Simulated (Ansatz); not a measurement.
Below is a relaxed structure of TiAl₆Ni₅. The cell was found from a structure generator's guess, not taken from experiment.

All numbers below come from DFT PBE, scalar-relativistic, plane waves, PAW in Ansatz. Cutoff 420 eV, Γ-centred mesh, Gaussian smearing, no spin polarisation.

```
CELL_PARAMETERS angstrom
4.08122 0.00000 0.00000
0.00000 4.08122 0.00000
0.00000 0.00000 9.25165
ATOMIC_POSITIONS crystal
Ti 0.50000 0.50000 0.50000
Al 0.00000 0.50000 0.00000
Al 0.50000 0.00000 0.00000
Al 0.00000 0.50000 0.31371
Al 0.50000 0.00000 0.31371
Al 0.00000 0.50000 0.68629
Al 0.50000 0.00000 0.68629
Ni 0.50000 0.50000 0.16057
Ni 0.00000 0.00000 0.15303
Ni 0.00000 0.00000 0.50000
Ni 0.50000 0.50000 0.83943
Ni 0.00000 0.00000 0.84697
```

The zero of energy is the elements' standard structures at the same level; no fitted shifts are applied.

(1) Find its symmetry and describe it.

(2) What is its formation energy per atom?

(3) Is it a metal?

## Answers

(1) P4/mmm (No. 123). Conventional cell: a = 4.081 Å, c = 9.252 Å. Ti has 8 Al at 2.67 Å, 4 Ni at 2.89 Å and 2 Ni at 3.14 Å; around Al on a site of symmetry mmm lie 8 Ni at 2.48–2.52 Å and 6 Al at 2.89–2.90 Å; Al on a site of symmetry 2mm is surrounded by 6 Ni at 2.48–2.67 Å, 2 Ti at 2.67 Å and 5 Al at 2.89–2.90 Å; Ni on a site of symmetry 4mm has 8 Al at 2.48–2.52 Å, 5 Ni at 2.89–2.97 Å and 1 Ti at 3.14 Å; 2 more sites not described.

(2) −0.56 eV/atom. A negative formation energy is needed for stability but isn't enough: competing phases decide.

(3) Yes, bands cross the Fermi level on the 10×10×4 mesh.

The last run used a 10×10×4 mesh (in the run's order of axes) for its 12-atom cell and Gaussian smearing of 0.10 eV. Trial moments died out on the coarse mesh, so the last step has no spin; another magnetic start might hold. Symmetry constrained the relaxation, so the result can be a saddle point.
